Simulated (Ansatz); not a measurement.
YPb₃ (Cu3Au type), conventional cell a = 4.861 Å, b = 4.861 Å, c = 4.861 Å, α = 90.00°, β = 90.00°, γ = 90.00°. The calculation uses the primitive cell of 4 atoms, to which meshes and values per cell refer.

The volume is varied about the relaxed value V₀ at fixed cell shape. Symmetry pins the atoms to their sites.

Method: r2SCAN (plane waves to 500 eV, PAW, scalar-relativistic; Ansatz, a first-principles code). k mesh 10×10×10 (Γ-centred), Fermi-Dirac smearing 0.05 eV. Energies are smeared free energies. Compression counts positive. Spin-orbit coupling is left out, though Pb is heavy. YPb3 is run without spin polarisation. YPb3 was relaxed with its symmetry unable to fall. ΔE is measured from the relaxed starting cell.

```csv
a (Å),ΔE (meV/atom),P (GPa)
4.5862,___,___
4.6437,103,___
4.6998,54,6.9
4.7546,23,4.2
4.8082,5,1.9
4.8606,0,0.0
4.9119,5,-1.6
4.9622,___,-2.9
5.0114,38,-4.1
5.0597,64,-5.0
5.1071,95,-5.8
```

Question: Fill in the missing entries.

Answer: 
- 4.5862, ΔE (meV/atom): 173
- 4.5862, P (GPa): 14.2
- 4.6437, P (GPa): 10.2
- 4.9622, ΔE (meV/atom): 18

(A scan under strain: stresses follow from slopes of the energy per volume, elastic moduli from its curvatures.)
